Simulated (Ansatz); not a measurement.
Ni (diamond, Fd-3m) at seven volumes, the program Ansatz at the PBE level (PAW), scaled uniformly. One row is withheld.

| V (Å³/atom) | P (GPa) |
|---|---|
| 15.083 | 10.80 |
| 15.580 | ? |
| 16.077 | 3.00 |
| 16.575 | 0.01 |
| 17.072 | -2.49 |
| 17.569 | -4.59 |
| 18.066 | -6.35 |

Task: Fit the shown pressures and predict the withheld one.

Result: P = (3/2)B₀(x^(7/2) − x^(5/2))[1 + (3/4)(B′ − 4)(x − 1)] with x = (V₀/V)^(2/3). Least squares on the six rows gives V₀ = 16.577 Å³/atom, B₀ = 90.9 GPa, B′ = 4.85. At V = 15.580, x = 1.0422 and P = 6.56 GPa. The run itself gave 6.56 GPa.

The start of the workflow was typed in or built on a structure type; neither database checked (COD, Materials Project) lists it. It is not the phase usual at ambient conditions (space group No. 225). The cell was relaxed with PBE under the symmetry of its start; whether a distortion lowers the energy is not shown. Magnetic state: ferromagnetic, chosen from 4 collinear starts compared on coarse meshes (ties went to the first, and starts can fall back to one state), not a proven ground state.

Potentials: the later of the program's two PAW sets.
